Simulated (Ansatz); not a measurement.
Ta2O5 in space group Pbam (No. 55; Ta on 4g, O on 4h, O on 2a, O on 4g), plane-wave PAW r²SCAN (Ansatz code). The conduction-band minimum lies at Z, with 1 equivalent valley. Second derivatives d²E/dk² of the lowest band at one valley (eV·Å²), along Cartesian directions:

```json
[
 {"direction": "[100]", "d²E/dk²": "11.64"},
 {"direction": "[010]", "d²E/dk²": "24.21"},
 {"direction": "[001]", "d²E/dk²": "0.2563"},
 {"direction": "[110]", "d²E/dk²": "17.92"},
 {"direction": "[101]", "d²E/dk²": "5.946"},
 {"direction": "[011]", "d²E/dk²": "12.24"}
]
```

Find the principal effective masses, the density-of-states mass and the conductivity mass.

Off-diagonal terms follow from H_xy = H[110] − (H_xx + H_yy)/2, and m*/mₑ = 7.620 eV·Å² over each eigenvalue: 0.31, 0.65, 30. One valley's DOS mass (m₁m₂m₃)^(1/3) = 1.8, conductivity mass 3/(Σ 1/mᵢ) = 0.63 mₑ.

What effective density of states Nc follows at 300 K for parabolic valleys?

Nc = 2.509e19 × 1 × (1.8)^(3/2) ≈ 6.1e19 cm⁻³.

The start of the workflow was typed in or built on a structure type; the Crystallography Open Database copy checked does not list it. COD files the formula under space group No. 49, so this cell is another polymorph or a model. Whether it is the stable phase at ambient conditions was not checked. The cell was relaxed with r²SCAN under the symmetry of its start; whether a distortion lowers the energy is not shown. The run is not spin-polarised. Scalar-relativistic: spin–orbit coupling is off unless named, which matters more the heavier the elements.

Potentials: the earlier of the program's two PAW sets.

Edges and masses are those of Kohn–Sham bands, whose gap is no quasiparticle gap.
